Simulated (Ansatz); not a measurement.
Given:

Y2N:
```
CELL_PARAMETERS angstrom
      3.46383     0.00000     0.00000
     -1.73191     2.99976     0.00000
      0.00000     0.00000     5.92871
ATOMIC_POSITIONS crystal
  N  0.00000 0.00000 0.00000
  Y  0.33333 0.66667 0.22155
  Y  0.66667 0.33333 0.77845
```

This is the PBEsol-relaxed structure.

Question: All from plane-wave PAW PBEsol (Ansatz code), unless another level is named. Give the highest zone-centre frequency.

Answer: 392 cm⁻¹.

Question: Give the bulk modulus (Birch–Murnaghan fit).

Answer: 75.6 GPa.

Space group P-3m1 (anti-CdI2 type). The cell is a constructed one: a structure type filled with these elements; neither database checked (COD, Materials Project) lists it. Its standing as an ambient phase is unchecked. The cell was relaxed with PBEsol under the symmetry of its start; its stability against distortions is not shown here. The run is not spin-polarised. With an odd number of electrons in the cell and no spin polarisation, the count alone makes it a metal. As this level gives no gap, phonon frequencies hold no LO–TO term and depend on the k-mesh and smearing (Fermi–Dirac, 0.1 eV here).

Potentials: the earlier of the program's two PAW sets. The files were generated under PBE; for other functionals the program regenerates the frozen cores, and for LDA and PBEsol the local potential too.
